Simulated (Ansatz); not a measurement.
Ta (diamond, Fd-3m) under volume change, PBEsol (plane waves, PAW; program Ansatz), scaled uniformly.

```json
[
 {"V (Å³/atom)": "24.582", "E − E(relaxed) (meV/atom)": "59.0", "P (GPa)": "8.31"},
 {"V (Å³/atom)": "25.392", "E − E(relaxed) (meV/atom)": "25.0", "P (GPa)": "5.18"},
 {"V (Å³/atom)": "26.203", "E − E(relaxed) (meV/atom)": "[?]", "P (GPa)": "[?]"},
 {"V (Å³/atom)": "27.013", "E − E(relaxed) (meV/atom)": "0.0", "P (GPa)": "0.00"},
 {"V (Å³/atom)": "27.823", "E − E(relaxed) (meV/atom)": "[?]", "P (GPa)": "[?]"},
 {"V (Å³/atom)": "28.634", "E − E(relaxed) (meV/atom)": "21.0", "P (GPa)": "-4.00"},
 {"V (Å³/atom)": "29.444", "E − E(relaxed) (meV/atom)": "45.6", "P (GPa)": "-5.67"}
]
```

Q: Fill in the missing entries.

A: 
- 26.203, E − E(relaxed) (meV/atom): 6.0
- 26.203, P (GPa): 2.42
- 27.823, E − E(relaxed) (meV/atom): 5.5
- 27.823, P (GPa): -2.12

Q: What does a third-order Birch–Murnaghan fit give for V₀, B₀ and B′?

A: V₀ = 27.01 Å³/atom, B₀ = 75.7 GPa, B′ = 3.2.

The start of the workflow was typed in or built on a structure type; neither database checked (COD, Materials Project) lists it. It is not the phase usual at ambient conditions (space group No. 229). The PBEsol relaxation kept the symmetry of its start. At this level the phase is mechanically unstable. No spin polarisation was allowed. Spin–orbit coupling is left out wherever it is not named.

Potentials: the earlier of the program's two PAW sets. The files were generated under PBE; for other functionals the program regenerates the frozen cores, and for LDA and PBEsol the local potential too.
